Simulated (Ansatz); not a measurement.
Sr: electron density at the nuclei under pressure

```
Sr
1.0
     0.00000    3.04235    3.04235
     3.04235    0.00000    3.04235
     3.04235    3.04235    0.00000
Sr
1
Cartesian
  0.0000 0.0000 0.0000
```

The cell is COD entry 9008484, as deposited and not checked against the literature; nothing was relaxed.

All numbers below come from DFT, LDA, all-electron PAW with datasets made for the crystal, scalar-relativistic (Ansatz 0.2.0).

Settings: a Γ-centred 10×10×10 k mesh, Fermi–Dirac smearing of 0.08 eV, cutoff 200 eV (chosen by the program for this cell), no spin polarisation.

The contact density is the mean electron density over the nuclear volume; its changes follow the s electrons' response to bonding and compression. Changes below are taken from the unscaled cell, where it is 399352 e/Å³ at Sr.

Volumes at which the program chose other datasets or cutoffs are left out.

The datasets are made afresh for each cell, so very small changes are uncertain.

Task: Does compression raise or lower the contact density at Sr?

Result: It raises it, by 1.07 e/Å³ over the whole range.

Task: Tabulate the changes with volume.

Result: 
| V/V(cell) | P (GPa) | Δρ(0) Sr (e/Å³) |
| --- | --- | --- |
| 0.9600 | -1.2 | 0.53 |
| 0.9800 | -1.4 | 0.25 |
| 0.9900 | -1.5 | 0.12 |
| 1.0000 | -1.6 | 0.00 |
| 1.0100 | -1.6 | -0.12 |
| 1.0200 | -1.7 | -0.23 |
| 1.0400 | -1.8 | -0.43 |
| 1.0600 | -2.0 | -0.54 |
